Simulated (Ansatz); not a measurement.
This cell of PbS (rock salt) is off equilibrium:

```
PbS
1.0
    0.00000     2.98725     2.98725
    2.98725     0.00000     2.98725
    2.98725     2.98725     0.00000
S Pb
1 1
Cartesian
  0.00000   0.00000   0.00000
  2.77940   2.77940   2.77940
```

Level of theory: r2SCAN (plane waves to 500 eV, PAW, scalar-relativistic; Ansatz, a quantum-chemistry and plane-wave program). k mesh 8×8×8 (Γ-centred), Fermi-Dirac smearing 0.05 eV. The energy includes the smearing's −TS. Compression counts positive. PbS was relaxed with its symmetry unable to fall. Spin-orbit coupling is left out, though Pb is heavy.

Task: Predict the force on every atom, in eV/Å.

Result: 
```csv
atom,Fx,Fy,Fz
S1,-0.233,-0.233,-0.233
Pb2,0.233,0.233,0.233
```

Task: Give the stress tensor in GPa and the pressure.

Result: 
```
    1.9      0.3      0.3
    0.3      1.9      0.3
    0.3      0.3      1.9
```
The pressure, a third of the trace, is 1.9 GPa.

Task: In it atom 2 sits (-0.208, -0.208, -0.208) Å away from its relaxed site. What is its energy relative to the relaxed cell?

Result: 45 meV/cell.

(For displaced atoms, the force is minus the slope of the energy, and its curvature is a force constant, which sets phonon frequencies.)
